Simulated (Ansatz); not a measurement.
## InAg3: zone-centre modes under pressure

InAg3, Pm-3m, a = 4.140 Å. The structure is a COD entry; whether it is the stable form wasn't checked. Ansatz: PBEsol, PAW, 420 eV, Γ-centred 10×10×10 mesh on 4 atoms, Fermi-Dirac smearing 0.15 eV; no spin polarisation. Cell and atoms are relaxed at each pressure with the symmetry kept; optical modes at Γ by linear response, in cm⁻¹, matched by rank (the highest 3 distinct ones).

| P (GPa) | V (Å³/atom) | ω1 | ω2 | ω3 |
| --- | --- | --- | --- | --- |
| 0 | 17.741 | 97.2 | 102.6 | 157.4 |
| 2 | 17.419 | 102.5 | 107.7 | 165.3 |
| 6 | 16.874 | ? | ? | ? |

Q: Get each mode's Grüneisen parameter γ = −d ln ω/d ln V from the other rows and predict the missing frequencies.

A: ln(V/V0) = 0.0000, -0.0183, -0.0501; a line through ln(ω/ω0) of the 2 known rows gives ω1: γ = 2.901, predicted 112.4, computed 111.7; ω2: γ = 2.651, predicted 117.2, computed 116.8; ω3: γ = 2.676, predicted 180.0, computed 179.5. The worst miss is 0.6 %, or 5 % of the shift under pressure, so a constant γ serves at that level. In a metal these frequencies hang on the mesh and smearing.